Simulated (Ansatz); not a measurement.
Relaxation of a relaxed CoSn cell, doubled along one cell vector, shaken by Gaussian noise of σ = 0.08 Å a coordinate; 12 atoms in the cell, which starts as P1 (No. 1), aP12; a = 5.242 Å, b = 5.242 Å, c = 8.376 Å, α = 90.00°, β = 90.00°, γ = 120.00°. Method: r2SCAN (plane waves to 500 eV, PAW, scalar-relativistic; Ansatz, a first-principles code). Γ-centred k-mesh 7×7×4 on the run's cell (coarser than for final values), Fermi–Dirac smearing 0.05 eV. This is the first round of the run. 

The optimiser's lines from the output (shortened; P is positive under compression):

```
relax step   1: F+E_penalty+E_count = -67019.79549688 eV  Δ(F+E_penalty+E_count) = +0.000e0 eV  max|allowed force component| = 1.504e0 eV/Å  Δτ_max = 0.0000 Å  P = +1.627 GPa  Ω = 199.293 Å³  (10 SCF iters, dr2 threshold 1.00e-7 eV, accepted)
relax step   2: F+E_penalty+E_count = -67020.33774612 eV  Δ(F+E_penalty+E_count) = -5.422e-1 eV  max|allowed force component| = 5.250e-1 eV/Å  Δτ_max = 0.1846 Å  P = +1.195 GPa  Ω = 197.926 Å³  (9 SCF iters, dr2 threshold 1.20e-6 eV, accepted)
relax step   3: F+E_penalty+E_count = -67020.43729301 eV  Δ(F+E_penalty+E_count) = -9.955e-2 eV  max|allowed force component| = 3.874e-2 eV/Å  Δτ_max = 0.0875 Å  P = -0.109 GPa  Ω = 199.387 Å³  (9 SCF iters, dr2 threshold 1.20e-6 eV, accepted)
relax step   4: F+E_penalty+E_count = -67020.43805069 eV  Δ(F+E_penalty+E_count) = -7.577e-4 eV  max|allowed force component| = 1.891e-3 eV/Å  Δτ_max = 0.0107 Å  P = +0.006 GPa  Ω = 199.223 Å³  (8 SCF iters, dr2 threshold 9.38e-8 eV, accepted)
relax step   5: F+E_penalty+E_count = -67020.43805520 eV  Δ(F+E_penalty+E_count) = -4.513e-6 eV  max|allowed force component| = 1.113e-4 eV/Å  Δτ_max = 0.0008 Å  P = -0.000 GPa  Ω = 199.232 Å³  (7 SCF iters, dr2 threshold 2.45e-9 eV, accepted)
relax step   6: F+E_penalty+E_count = -67020.43803304 eV  Δ(F+E_penalty+E_count) = +2.217e-5 eV  max|allowed force component| = 1.132e-4 eV/Å  Δτ_max = 0.0000 Å  P = -0.002 GPa  Ω = 199.232 Å³  stress off target by 4.17e-3 GPa  SCF on the basis re-selected at this cell (its energy is not comparable with the rows above)  (6 SCF iters)
```

From the first to the last row the energy changes by -0.05 eV/atom and the volume by 0.0 %. The last row is marked as not comparable with the walk above it, whose basis was carried along; it does compare with step 1, since both stand on a basis selected at the nominal cutoff for their own cell.

Later rounds, restarted from the end of this one on a renewed k-mesh, logged 3 more steps and released under 0.01 eV/atom more. The final structure after all rounds: P6/mmm (No. 191), hP6, AFLOW prototype AB_hP6_191_f_ad (B35, as in CoSn); a = 5.242 Å, b = 5.242 Å, c = 4.188 Å, α = 90.00°, β = 90.00°, γ = 120.00°. No spin polarisation in the result. A magnetic state may lie lower.
